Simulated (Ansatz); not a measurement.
Values for one crystal, relaxed and computed with LDA (plane waves, PAW; program Ansatz); other levels are named.

- Volume per atom = 37.48 Å³
- Electronic character = metallic (no gap)
- Bulk modulus (Birch–Murnaghan fit) = 188 kbar
- Density of states at the Fermi level = 0.93 states/eV per atom (mean over ±0.08 eV)
- Mechanical stability = stable (all eigenvalues of C positive)
- Pressure derivative B′ = 3.8
- Elastic constants (relaxed ions, GPa) = C11 = 20.3, C12 = 18.4, C44 = 17.6

Which compound is it?
A. Ba, bcc (W type)
B. Ca, bcc (W type)
C. Li, hcp (Mg type)
D. Pt, fcc (Cu type)

B, Ca, bcc (W type)

Space group Im-3m (bcc (W type)). This is a known high-temperature phase of the composition, computed here at zero pressure and temperature. Symmetry was held in the LDA relaxation; whether a distortion lowers the energy is not shown. The volume moved by -17 % from the start of the relaxation. The volume fell by over 15 % from the filed cell, which may lack light atoms or belong to other conditions. As this level gives no gap, shear constants depend on the k-mesh and smearing (Fermi–Dirac, 0.1 eV here).

Potentials: the earlier of the program's two PAW sets.
